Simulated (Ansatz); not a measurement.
SrSi₂ in space group I4_1/amd (No. 141; Sr on 4a, Si on 8e), PBE (plane waves, PAW; program Ansatz), all energies at zero smearing, with the estimated change up to a 700 eV cutoff added, with one set of potentials and settings (totals compare only within such a set). Cell of 6 atoms (2 Sr, 4 Si): -9633.896 eV.

| element | reference phase | E (eV/atom) |
|---|---|---|
| Sr | C2/m, 3 atoms in the cell | -3544.2201 |
| Si | Fd-3m, 2 atoms in the cell | -635.8096 |

Formation energy per atom, worked out: (-9633.896 − 2×(-3544.2201) − 4×(-635.8096))/6 = -0.370 eV/atom (-36 kJ per mol of atoms), at 0 K, without zero-point energy or fitted corrections.

The workflow started from an entry of the Crystallography Open Database (COD), which files this formula under 3 space groups. Its standing as an ambient phase is unchecked. The cell was relaxed with PBE under the symmetry of its start; its stability against distortions is not shown here. The references are the lowest solids computed at this level, not always the standard phases.

Potentials: the later of the program's two PAW sets.
